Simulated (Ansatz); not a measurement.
Here is the system:

MgS:
```
MgS
1.0
    0.00000     2.59098     2.59098
    2.59098     0.00000     2.59098
    2.59098     2.59098     0.00000
S Mg
1 1
Cartesian
  0.00000   0.00000   0.00000
  2.59098   2.59098   2.59098
```

This is the PBEsol-relaxed structure.

All from the program Ansatz at the PBEsol level (PAW), unless another level is named. Give the hole effective mass, band 1 of 3 at the edge.

0.92 along [100], 9.0 along [110], 2.3 along [111] (mₑ).

Next, the HSE06 gap on the PBEsol cell?

3.83 eV.

What about the electron effective mass?

0.29, 0.29, 0.53 mₑ (principal values).

Next, the band gap?

2.73 eV (indirect).

Next, the smallest direct gap on the standard path?

3.69 eV.

What about the weight of the valence-edge state by species (Voronoi cells)?

S 89 %, Mg 11 %.

Space group Fm-3m (rock salt). The cell was relaxed with PBEsol under the symmetry of its start.

Potentials: the later of the program's two PAW sets.
